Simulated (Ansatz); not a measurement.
## B2Se: forces and stress of a distorted cell

This is generated B2Se built from the CdI2 structure and then distorted.

Level of theory: PBE (LAPW, all electrons, scalar-relativistic, point nucleus; Ansatz). 3×3×2 (shift 0.0, 0.0, 0.5 mesh steps) k-points (coarse, not zone-converged), Fermi–Dirac occupations at kT = 0.15 eV. For a metal, stress, forces and moments on so few k-points can be far from the converged ones. No spin polarisation.

Extended XYZ with forces in eV/Å (energy in eV, pressure in GPa):

```xyz
3
Lattice="3.0080 0.0554 -0.0165 -1.4560 2.4347 -0.0822 -0.0269 -0.1705 5.1192" Properties=species:S:1:pos:R:3:forces:R:3 pbc="T T T" free_energy=-67472.1673 pressure=16.07
Se    1.6123    1.3871    2.2481   -0.3127    0.0213   -0.0704
B     1.5431    3.0325    3.4477    0.5700    0.8065    0.6646
B     3.1169    2.0825    5.9624   -0.2573   -0.8278   -0.5942
```

Stress xx yy zz yz xz xy in GPa, positive in compression: 28.19 40.36 -20.33 2.22 3.91 -6.48.
